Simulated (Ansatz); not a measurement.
Input:

Relaxed SnO2 (rutile):

```
CELL_PARAMETERS angstrom
      4.76919     0.00000     0.00000
      0.00000     4.76919     0.00000
      0.00000     0.00000     3.21201
ATOMIC_POSITIONS crystal
  Sn 0.00000 0.00000 0.00000
  Sn 0.50000 0.50000 0.50000
  O  0.30628 0.30628 0.00000
  O  0.80628 0.19372 0.50000
  O  0.19372 0.80628 0.50000
  O  0.69372 0.69372 0.00000
```

Scan: atom 3 (O, nearest neighbour Sn at 2.066 Å; its periodic images, 3.2 Å or more away, move with it) is displaced along Cartesian [110], direction (0.707, 0.707, 0.000) in Cartesian axes, by s. The other atoms stay.

Computed with PBEsol (plane waves to 420 eV, PAW, scalar-relativistic; Ansatz, an electronic-structure program). k mesh 6×6×8 (Γ-centred), Fermi-Dirac smearing 0.05 eV. Energies are smeared free energies. Left out: 1 of 11 points, with atoms too close for the PAW data. SnO2 was relaxed with its symmetry unable to fall. The zero of ΔE is the undisplaced structure.

The scan covers s from -0.496 to 0.620 Å in 10 points.

Question: Is the energy the same for displacements of ±0.496 Å, and if not, which side lies higher?

Answer: Not even: the negative side lies higher at ±0.496 Å. With its periodic images moving along, the atom's site symmetry in this cell is mm2.

Question: What force acts on the atom along the line at s = -0.496 Å?

Answer: 25.7 eV/Å.

Question: What is the force constant k = d²E/ds² of this move at s = 0?

Answer: 21.9 eV/Å².

(For displaced atoms, the force is minus the slope of the energy, and its curvature is a force constant, which sets phonon frequencies.)
